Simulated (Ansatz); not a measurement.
BeS:
```yaml
crystal:
  lattice:
    - [3.29147, 0.00000, 0.00000]
    - [0.00000, 3.29147, 0.00000]
    - [0.00000, 0.00000, 5.91271]
  atoms:
    - { symbol: Be, position: [0.00000, 0.50000, 0.00000] }
    - { symbol: Be, position: [0.50000, 0.00000, 0.50000] }
    - { symbol: S, position: [0.00000, 0.00000, 0.25000] }
    - { symbol: S, position: [0.00000, 0.00000, 0.75000] }
```

Relaxed with PBE. Special points in fractions of this cell's reciprocal vectors: Γ (0.000, 0.000, 0.000); X (0.000, 0.500, 0.000); M (0.500, 0.500, 0.000); Z (0.000, 0.000, 0.500); R (0.000, 0.500, 0.500); A (0.500, 0.500, 0.500).

Problem. List the band energies nearest the Fermi level at these points for PBE in the plane-wave PAW code Ansatz.

Solution. In eV from the Fermi level; about four levels below and three above (degenerate sets whole), none deeper than 8.9 eV; points with the same levels are listed once.

```
k                          below                above
-  -----------------------------  -------------------
Γ  -2.58 -2.58 -1.32 -0.56 -0.56       1.83 4.17 4.17
X        -1.91 -0.38 -0.30 -0.09       5.21 5.41 5.58
M  -5.45 -5.45 -4.17 -4.17 -0.65  0.64 2.48 2.78 2.78
Z        -2.14 -2.14 -1.41 -1.41  3.06 3.06 4.92 4.92
R        -4.16 -3.51 -1.64 -0.59       1.31 3.33 5.53
A        -4.74 -4.74 -3.16 -3.16  0.34 0.34 4.87 4.87
```

Space group P4_2/mmc. A made-up cell: these elements were put on the sites of a structure type; neither database checked (COD, Materials Project) lists it. COD files the formula under space group No. 216, so this cell is another polymorph or a model. Whether it is the stable phase at ambient conditions was not checked. Symmetry was held in the PBE relaxation; its stability against distortions is not shown here.

Potentials: the later of the program's two PAW sets.
